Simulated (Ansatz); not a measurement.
CoO under pressure

Computed with DFT LDA, scalar-relativistic, plane waves, PAW in Ansatz 0.2.0. Plane waves to 420 eV; Γ-centred k mesh 18×18×8; Gaussian smearing of 0.20 eV. Collinear spin, site moments -1.6, 1.6, 0.1, -0.1 μB. Phonons by linear response, acoustic sum rule imposed.

The cell, relaxed at this level:
```cif
data_structure
_symmetry_space_group_name_H-M 'P 1'
_symmetry_Int_Tables_number 1
_cell_length_a 2.6535
_cell_length_b 2.6535
_cell_length_c 5.9037
_cell_angle_alpha 90.000
_cell_angle_beta 90.000
_cell_angle_gamma 120.000
_cell_volume 36.00
loop_
_atom_site_label
_atom_site_type_symbol
_atom_site_fract_x
_atom_site_fract_y
_atom_site_fract_z
_atom_site_occupancy
Co1 Co 0.00000 0.00000 0.03361 1
Co2 Co 0.33333 0.66667 0.53361 1
O1 O 0.00000 0.00000 0.34139 1
O2 O 0.33333 0.66667 0.84139 1
```

In a metal, frequencies and elastic constants depend on the k mesh and the smearing, soft modes and shear constants most. A semilocal functional can close a gap that the real compound has.

Optical modes at Γ (cm⁻¹) at zero pressure: 141, 314, 374, 418, 590, 598.

Q: Under hydrostatic pressure the same modes lie at 144, 327, 383, 430, 605, 609 cm⁻¹. What is the pressure, and how much has the cell shrunk?

A: 5 GPa; the volume is 2.5 % smaller.

This wurtzite form isn't the usual stable structure of the compound at low pressure.

Cost: 2 runs of about 22 core-minutes in all, on AMD EPYC 9R45 (Zen 5) (shared hosts).